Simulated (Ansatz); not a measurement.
A relaxation computed with Ansatz, from input to last step.

```yaml
crystal:
  lattice:
    - [4.058, 0.0, 0.0]
    - [0.0, 4.058, 0.0]
    - [0.0, 0.0, 4.058]
  atoms:
    - { symbol: Pt, position: [0.0, 0.5, 0.5] }
    - { symbol: Pt, position: [0.5, 0.0, 0.5] }
    - { symbol: Pt, position: [0.5, 0.5, 0.0] }
    - { symbol: Pb, position: [0.0, 0.0, 0.0] }
basis:
  ecutwfc: 500
kpoints:
  mp_grid: { grid: [4, 4, 4] }
hamiltonian:
  xc: r2scan
scf:
  occupations: { method: gaussian, width: 0.1 }
  lower_state_search: "off"
output:
  forces: true
  stress: true
  eigenvalues: true
relax:
  adjacent_minimum: "off"
  f_tol: 0.04
  max_steps: 70
  cell: { stress_tol: 0.4 }
```

```bash
ansatz run input.yaml --threads 1 --pin off --max-ram 2560MiB --backend cpu --events-out ev --progress --plain --runs-dir out
```

Method: DFT r2SCAN, scalar-relativistic, plane waves, PAW in Ansatz.

Of 5 frames 5 are shown, positions in Å and forces in eV/Å; the SCF threshold varies from step to step. Steps run on the plane waves of an earlier cell, with a Pulay correction in the pressure. The basis is chosen afresh for the last frame, the zero of the energies, and at times for earlier ones too; energy and pressure step there, also at an unchanged geometry. The mark taken_back stands on steps that the optimiser undid.

```xyz
4
Lattice="4.0580 0.0000 0.0000 0.0000 4.0580 0.0000 0.0000 0.0000 4.0580" Properties=species:S:1:pos:R:3:forces:R:3 pbc="T T T" step=1 free_energy_over_end_meV_per_atom=7.09 pressure_GPa=5.36
Pt    0.0000    2.0290    2.0290    0.0000    0.0000    0.0000
Pt    2.0290    0.0000    2.0290    0.0000    0.0000    0.0000
Pt    2.0290    2.0290    0.0000    0.0000    0.0000    0.0000
Pb    0.0000    0.0000    0.0000    0.0000    0.0000    0.0000
4
Lattice="4.1830 0.0000 0.0000 0.0000 4.1830 0.0000 0.0000 0.0000 4.1830" Properties=species:S:1:pos:R:3:forces:R:3 pbc="T T T" step=2 free_energy_over_end_meV_per_atom=41.69 pressure_GPa=-10.61 taken_back
Pt    0.0000    2.0915    2.0915    0.0000    0.0000    0.0000
Pt    2.0915    0.0000    2.0915    0.0000    0.0000    0.0000
Pt    2.0915    2.0915    0.0000    0.0000    0.0000    0.0000
Pb    0.0000    0.0000    0.0000    0.0000    0.0000    0.0000
4
Lattice="4.0983 0.0000 0.0000 0.0000 4.0983 0.0000 0.0000 0.0000 4.0983" Properties=species:S:1:pos:R:3:forces:R:3 pbc="T T T" step=3 free_energy_over_end_meV_per_atom=0.35 pressure_GPa=-0.76
Pt    0.0000    2.0491    2.0491    0.0000    0.0000    0.0000
Pt    2.0491    0.0000    2.0491    0.0000    0.0000    0.0000
Pt    2.0491    2.0491    0.0000    0.0000    0.0000    0.0000
Pb    0.0000    0.0000    0.0000    0.0000    0.0000    0.0000
4
Lattice="4.0932 0.0000 0.0000 0.0000 4.0932 0.0000 0.0000 0.0000 4.0932" Properties=species:S:1:pos:R:3:forces:R:3 pbc="T T T" step=4 free_energy_over_end_meV_per_atom=0.16 pressure_GPa=-0.04
Pt    0.0000    2.0466    2.0466    0.0000    0.0000    0.0000
Pt    2.0466    0.0000    2.0466    0.0000    0.0000    0.0000
Pt    2.0466    2.0466    0.0000    0.0000    0.0000    0.0000
Pb    0.0000    0.0000    0.0000    0.0000    0.0000    0.0000
4
Lattice="4.0932 0.0000 0.0000 0.0000 4.0932 0.0000 0.0000 0.0000 4.0932" Properties=species:S:1:pos:R:3:forces:R:3 pbc="T T T" step=5 free_energy_over_end_meV_per_atom=0.00 pressure_GPa=-0.03
Pt    0.0000    2.0466    2.0466    0.0000    0.0000    0.0000
Pt    2.0466    0.0000    2.0466    0.0000    0.0000    0.0000
Pt    2.0466    2.0466    0.0000    0.0000    0.0000    0.0000
Pb    0.0000    0.0000    0.0000    0.0000    0.0000    0.0000
```

It took 26 s on 1 thread of Arm Neoverse V1, with other jobs on the host, peak memory 0.45 GiB.

The k mesh is coarse. Spin–orbit coupling is left out, which can shift energies with elements as heavy as these.